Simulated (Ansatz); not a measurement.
Consider the following.

Be₂Ru:
```cif
data_Be4Ru2
_chemical_formula_sum 'Be4 Ru2'
_space_group_name_H-M_alt 'P 1'
_space_group_IT_number 1
_cell_length_a 4.32892
_cell_length_b 4.32892
_cell_length_c 4.32892
_cell_angle_alpha 60.000
_cell_angle_beta 60.000
_cell_angle_gamma 60.000
loop_
_space_group_symop_operation_xyz
  'x, y, z'
loop_
_atom_site_label
_atom_site_type_symbol
_atom_site_fract_x
_atom_site_fract_y
_atom_site_fract_z
_atom_site_occupancy
Be1 Be 0.62500 0.62500 0.62500 1
Be2 Be 0.12500 0.62500 0.62500 1
Be3 Be 0.62500 0.12500 0.62500 1
Be4 Be 0.62500 0.62500 0.12500 1
Ru1 Ru 0.25000 0.25000 0.25000 1
Ru2 Ru 0.00000 0.00000 0.00000 1
```

This is the PBE-relaxed structure.

Question: All from plane-wave PAW PBE (Ansatz code), unless another level is named. Give the formation energy from the elements (no fitted shifts).

Answer: -337 meV/atom.

Question: What about the density of states at the Fermi level?

Answer: 0.65 states/eV per atom (mean over ±0.08 eV).

Space group Fd-3m (cubic Laves (MgCu2 type)). A made-up cell: these elements were put on the sites of a structure type; neither database checked (COD, Materials Project) lists it. Its standing as an ambient phase is unchecked. The cell was relaxed with PBE under the symmetry of its start; whether a distortion lowers the energy is not shown. The run is not spin-polarised. The references are the lowest solids computed at this level, not always the standard phases. Scalar-relativistic: spin–orbit coupling is off unless named, which matters more the heavier the elements.

Potentials: the earlier of the program's two PAW sets.
